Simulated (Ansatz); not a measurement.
A relaxation computed with Ansatz, from input to last step.

```yaml
crystal:
  lattice:
    - [-2.0878725802, 2.0878725802, 4.6638192701]
    - [2.0878725802, -2.0878725802, 4.6638192701]
    - [2.0878725802, 2.0878725802, -4.6638192701]
  atoms:
    - { symbol: Rb, position: [0.0, 0.0, 0.0] }
    - { symbol: Os, position: [0.5, 0.5, 0.0] }
    - { symbol: Os, position: [0.25, 0.75, 0.5] }
    - { symbol: Os, position: [0.75, 0.25, 0.5] }
basis:
  ecutwfc: 420
kpoints:
  mp_grid: { grid: [6, 6, 6] }
hamiltonian:
  xc: pbe
scf:
  occupations: { method: gaussian, width: 0.1 }
  lower_state_search: "off"
output:
  forces: true
  stress: true
  eigenvalues: true
relax:
  adjacent_minimum: "off"
  f_tol: 0.04
  max_steps: 70
  cell: { stress_tol: 0.4 }
```

```bash
ansatz run input.yaml --threads 1 --pin off --max-ram 2560MiB --backend cpu --events-out ev --progress --plain --runs-dir out
```

The calculation used DFT PBE, scalar-relativistic, plane waves, PAW in Ansatz 0.2.0.

Of 9 frames 9 are shown, positions in Å and forces in eV/Å; the SCF threshold varies from step to step. Steps run on the plane waves of an earlier cell, with a Pulay correction in the pressure. The basis is chosen afresh for the last frame, the zero of the energies, and at times for earlier ones too; energy and pressure step there, also at an unchanged geometry.

```xyz
4
Lattice="-2.0879 2.0879 4.6638 2.0879 -2.0879 4.6638 2.0879 2.0879 -4.6638" Properties=species:S:1:pos:R:3:forces:R:3 pbc="T T T" step=1 free_energy_over_end_meV_per_atom=470.14 pressure_GPa=-16.08
Rb    0.0000    0.0000    0.0000    0.0000    0.0000    0.0000
Os    0.0000    0.0000    4.6638    0.0000    0.0000    0.0000
Os    2.0879    0.0000    2.3319    0.0000    0.0000    0.0000
Os    0.0000    2.0879    2.3319    0.0000    0.0000    0.0000
4
Lattice="-2.0274 2.0274 4.4347 2.0274 -2.0274 4.4347 2.0274 2.0274 -4.4347" Properties=species:S:1:pos:R:3:forces:R:3 pbc="T T T" step=2 free_energy_over_end_meV_per_atom=299.89 pressure_GPa=-6.28
Rb    0.0000    0.0000    0.0000    0.0000    0.0000    0.0000
Os    0.0000    0.0000    4.4347    0.0000    0.0000    0.0000
Os    2.0274    0.0000    2.2173    0.0000    0.0000    0.0000
Os    0.0000    2.0274    2.2173    0.0000    0.0000    0.0000
4
Lattice="-2.0251 2.0251 4.2080 2.0251 -2.0251 4.2080 2.0251 2.0251 -4.2080" Properties=species:S:1:pos:R:3:forces:R:3 pbc="T T T" step=3 free_energy_over_end_meV_per_atom=235.57 pressure_GPa=0.90
Rb    0.0000    0.0000    0.0000    0.0000    0.0000    0.0000
Os    0.0000    0.0000    4.2080    0.0000    0.0000    0.0000
Os    2.0251    0.0000    2.1040    0.0000    0.0000    0.0000
Os    0.0000    2.0251    2.1040    0.0000    0.0000    0.0000
4
Lattice="-2.0618 2.0618 3.9800 2.0618 -2.0618 3.9800 2.0618 2.0618 -3.9800" Properties=species:S:1:pos:R:3:forces:R:3 pbc="T T T" step=4 free_energy_over_end_meV_per_atom=153.72 pressure_GPa=2.93
Rb    0.0000    0.0000    0.0000    0.0000    0.0000    0.0000
Os    0.0000    0.0000    3.9800    0.0000    0.0000    0.0000
Os    2.0618    0.0000    1.9900    0.0000    0.0000    0.0000
Os    0.0000    2.0618    1.9900    0.0000    0.0000    0.0000
4
Lattice="-2.1058 2.1058 3.7521 2.1058 -2.1058 3.7521 2.1058 2.1058 -3.7521" Properties=species:S:1:pos:R:3:forces:R:3 pbc="T T T" step=5 free_energy_over_end_meV_per_atom=73.61 pressure_GPa=4.84
Rb    0.0000    0.0000    0.0000    0.0000    0.0000    0.0000
Os    0.0000    0.0000    3.7521    0.0000    0.0000    0.0000
Os    2.1058    0.0000    1.8760    0.0000    0.0000    0.0000
Os    0.0000    2.1058    1.8760    0.0000    0.0000    0.0000
4
Lattice="-2.1772 2.1772 3.5264 2.1772 -2.1772 3.5264 2.1772 2.1772 -3.5264" Properties=species:S:1:pos:R:3:forces:R:3 pbc="T T T" step=6 free_energy_over_end_meV_per_atom=9.20 pressure_GPa=3.34
Rb    0.0000    0.0000    0.0000    0.0000    0.0000    0.0000
Os    0.0000    0.0000    3.5264    0.0000    0.0000    0.0000
Os    2.1772    0.0000    1.7632    0.0000    0.0000    0.0000
Os    0.0000    2.1772    1.7632    0.0000    0.0000    0.0000
4
Lattice="-2.2234 2.2234 3.4600 2.2234 -2.2234 3.4600 2.2234 2.2234 -3.4600" Properties=species:S:1:pos:R:3:forces:R:3 pbc="T T T" step=7 free_energy_over_end_meV_per_atom=-0.04 pressure_GPa=-0.74
Rb    0.0000    0.0000    0.0000    0.0000    0.0000    0.0000
Os    0.0000    0.0000    3.4600    0.0000    0.0000    0.0000
Os    2.2234    0.0000    1.7300    0.0000    0.0000    0.0000
Os    0.0000    2.2234    1.7300    0.0000    0.0000    0.0000
4
Lattice="-2.2224 2.2224 3.4480 2.2224 -2.2224 3.4480 2.2224 2.2224 -3.4480" Properties=species:S:1:pos:R:3:forces:R:3 pbc="T T T" step=8 free_energy_over_end_meV_per_atom=-0.25 pressure_GPa=0.02
Rb    0.0000    0.0000    0.0000    0.0000    0.0000    0.0000
Os    0.0000    0.0000    3.4480    0.0000    0.0000    0.0000
Os    2.2224    0.0000    1.7240    0.0000    0.0000    0.0000
Os    0.0000    2.2224    1.7240    0.0000    0.0000    0.0000
4
Lattice="-2.2224 2.2224 3.4480 2.2224 -2.2224 3.4480 2.2224 2.2224 -3.4480" Properties=species:S:1:pos:R:3:forces:R:3 pbc="T T T" step=9 free_energy_over_end_meV_per_atom=0.00 pressure_GPa=0.06
Rb    0.0000    0.0000    0.0000    0.0000    0.0000    0.0000
Os    0.0000    0.0000    3.4480    0.0000    0.0000    0.0000
Os    2.2224    0.0000    1.7240    0.0000    0.0000    0.0000
Os    0.0000    2.2224    1.7240    0.0000    0.0000    0.0000
```

The start puts this composition into another compound's structure type, which needn't suit it. At the end the space group is I4/mmm (tolerance 0.05 Å).

It took 48 s on 1 thread of Arm Neoverse V1 (shared host), peak memory 0.4 GiB.

The k mesh is coarse. Spin–orbit coupling is left out, which can shift energies with elements as heavy as these.